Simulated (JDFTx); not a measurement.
Pb(110) slab cut from bulk Pb (space group Fm-3m, indices of the conventional cell, lattice of the Materials Project entry mp-20483, not re-optimised): 8 atoms in 8 planes, a 1x1 cell of 17.60 Å² (|a| = 3.528, |b| = 4.990 Å), 12.1 Å between the outermost planes, cell height 28.3 Å, 6×4×1 k mesh, Fermi smearing 0.01 Ha, no spin polarisation.

Method: PBE, GBRV ultrasoft potentials, plane waves to 20/100 Ha, in a modified build of JDFTx. Liquid on both sides: soft-sphere model, water, 1 M KF; nuclei fixed, outer atoms relaxed in vacuum. The electron chemical potential μ is absolute (zero in the bulk liquid) and is turned into a potential by U = −μ/e − 4.44 V vs SHE, a convention. The surface is an ideal bare cut with both faces alike: no reconstruction, overlayer or explicit solvent molecules.

| U (V vs SHE) | μ (eV) | excess electrons per cell | σ (μC/cm², per face) | run |
|---|---|---|---|---|
| -1.65 | -2.79 | [?] | [?] | fixed potential |
| -1.34 | -3.10 | 0.000 | 0.0 | neutral |
| -0.75 | -3.69 | -0.404 | 18.4 | fixed potential |

Q: Fill in the missing entries, row by row.

A: 
- -1.65, excess electrons per cell: 0.260
- -1.65, σ (μC/cm², per face): -11.8
